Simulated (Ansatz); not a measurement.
# MnIr: phonons across the zone

These are results of Ansatz 0.2.0, DFT LDA, scalar-relativistic, plane waves, PAW, not measurements. Plane waves to 420 eV; Γ-centred k mesh 16×16×12; Fermi-Dirac smearing of 0.15 eV. No spin polarisation. Phonons by linear response, acoustic sum rule imposed.

The cell, relaxed at this level:
```
Mn Ir
1.0
     2.60031    0.00000    0.00000
     0.00000    2.60031    0.00000
     0.00000    0.00000    3.57257
Mn Ir
1 1
Direct
  0.50000 0.50000 0.50000
  0.00000 0.00000 0.00000
```

In a metal, frequencies and elastic constants depend on the k mesh and the smearing, soft modes and shear constants most. Spin polarisation was left out, and a magnetic state may lie lower. Some empty bands missed the eigensolver's threshold. Spin–orbit coupling is left out, which matters for heavy elements.

Force constants from linear response on a 4×4×4 q mesh.

Problem. Is the structure dynamically stable on the q mesh?

Solution. Yes, on this mesh: no mode is imaginary.

Problem. Give the frequencies (cm⁻¹) at the points of high symmetry.

Solution.
| point | q | frequencies |
| --- | --- | --- |
| X | 0.000 0.500 0.000 | 121 129 169 212 240 288 |
| M | 0.500 0.500 0.000 | 90 90 90 179 179 241 |
| Z | 0.000 0.000 0.500 | 104 104 158 226 226 325 |
| R | 0.000 0.500 0.500 | 41 89 146 167 185 257 |
| A | 0.500 0.500 0.500 | 126 142 142 193 193 300 |

Cost: 1 run of about 2.5 core-hours, on Intel Xeon Processor @ 2.50GHz (Skylake/Cascade Lake) (shared hosts).